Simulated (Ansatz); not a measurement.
## Property card for Cl

All numbers below come from DFT PBE+D3(BJ), scalar-relativistic, plane waves, PAW in Ansatz.

Plane waves to 420 eV, a k mesh through Γ of 8×8×4 on the computed 4-atom cell and Gaussian smearing (0.02 eV); no spin polarisation.

The structure is relaxed at this level of theory with its symmetry kept.

```xyz
4
Lattice="3.2922 -2.0343 0.0000 3.2922 2.0343 0.0000 0.0000 0.0000 8.0988" Properties=species:S:1:pos:R:3 pbc="T T T"
Cl    3.2922   -1.5284    0.8812
Cl    3.2922   -0.5060    4.9306
Cl    3.2922    1.5284    7.2176
Cl    3.2922    0.5060    3.1682
```

| Item | Value |
| --- | --- |
| Space group | Cmce (No. 64) |
| Volume per atom | 27.12 Å³ |
| Kohn–Sham band gap | 2.19 eV, direct at Γ |
| Löwdin character of the top 1 eV of the valence band | Cl 3p 99 % |
| Löwdin character of the lowest 1 eV of the conduction band | Cl 3p 92 % |
| Electron masses at the edge by Cartesian direction of the standard setting (m_e; degenerate bands sorted by energy; no spin-orbit coupling) | x: 7.4; y: 23; z: 1.5 |
| Hole masses at the edge by Cartesian direction of the standard setting (m_e; degenerate bands sorted by energy; no spin-orbit coupling) | x: 8.6; y: 2.1; z: 4.9 |
| Bulk modulus | 7.5 GPa |
| Its pressure derivative | 7.4 |
| Electronic dielectric constant xx, yy, zz of the standard setting (independent particles) | 2.6, 4.4, 6.9 |
| Bader charges (e) | Cl (4 in the cell) 0.00 |